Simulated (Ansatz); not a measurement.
## A sublattice moved along a line in HfOs

Method: DFT PBEsol, scalar-relativistic, plane waves, PAW (Ansatz). Settings: plane waves to 420 eV, k-mesh 14×14×14 (Γ-centred), Gaussian smearing 0.15 eV. Spin–orbit coupling is left out, which can shift energies with elements as heavy as these. No spin polarisation. Energies are free energies at this smearing, counted from the undisturbed cell; pressure is positive in compression.

Reference structure (as given, not relaxed at this level; it stands at -3.2 GPa, and it needn't be the usual structure):

```
Hf Os
1.0
     3.23900    0.00000    0.00000
     0.00000    3.23900    0.00000
     0.00000    0.00000    3.23900
Hf Os
1 1
Direct
  0.00000 0.00000 0.00000
  0.50000 0.50000 0.50000
```

Every Os atom is moved by x along the Cartesian unit vector (0.000, 1.000, 0.000); the cell and all other atoms stay fixed. The cell is metallic on the mesh throughout.

**Question.** Over the sampled range (-0.5000 to 0.4375), is the undisturbed cell the lowest point?

**Answer.** Yes, every other sampled point lies higher.

The scan:

```tsv
x (Å)	ΔE (meV/cell)
-0.5000	973.1
-0.2500	245.8
0.0000	0.0
0.0625	15.2
0.1250	61.2
0.1875	138.2
0.3125	382.2
0.3750	547.3
0.4375	743.9
```